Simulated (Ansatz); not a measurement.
**TiO₂: 49Ti NMR of the central transition**

Cell: a COD entry, taken as it stands.

Space group Pbca (No. 61); a = 5.1450, b = 9.1850, c = 5.4470 Å.

| site | Wyckoff | site symmetry | x | y | z |
| --- | --- | --- | --- | --- | --- |
| Ti | 8c | 1 | 0.1270 | 0.1270 | 0.8870 |
| O9 | 8c | 1 | 0.4650 | 0.2300 | 0.8950 |
| O17 | 8c | 1 | 0.8200 | 0.0100 | 0.8450 |

One atom of each set is listed.

The numbers come from a DFT calculation in Ansatz (PBE, plane waves and PAW (field gradients read without the response of the frozen cores, which leaves them typically 4 to 6 % off), scalar-relativistic, 420 eV cutoff, Γ-centred 5×3×4 k-points, Fermi–Dirac smearing 0.02 eV).

49Ti has I = 7/2 and Q = 247.0 mb (Pyykkö 2018); at 11.7 T its Larmor frequency is ν₀ = 28.1 MHz. Only the quadrupole interaction is simulated: positions count from each site's isotropic chemical shift, and J coupling is left out, as are shift anisotropy and dipolar coupling, which fast spinning averages.

(1) Simulate the second-order pattern (fast magic-angle spinning, Gaussian broadening 0.3 kHz) of site Ti (6 O at 1.92–1.99 Å).

Answers

(1) The calculation gives C_Q = 8.45 MHz and η = 0.22, so ν_Q = 0.603 MHz and the centre of gravity lies at -234 ppm (-6.57 kHz).

```csv
offset (kHz),height
-16.94,0
-16.23,4
-15.52,7
-14.81,7
-14.10,8
-13.39,8
-12.68,8
-11.97,9
-11.26,23
-10.55,48
-9.84,72
-9.13,82
-8.42,60
-7.71,54
-6.99,53
-6.28,53
-5.57,55
-4.86,60
-4.15,71
-3.44,100
-2.73,73
-2.02,60
-1.31,19
-0.60,0
```

At this cell the PBE pressure is 5 GPa, so with PBE the cell would grow if it were relaxed. The largest force is 0.8 eV/Å, so the atoms aren't at the calculated equilibrium and relaxing them would move these values.
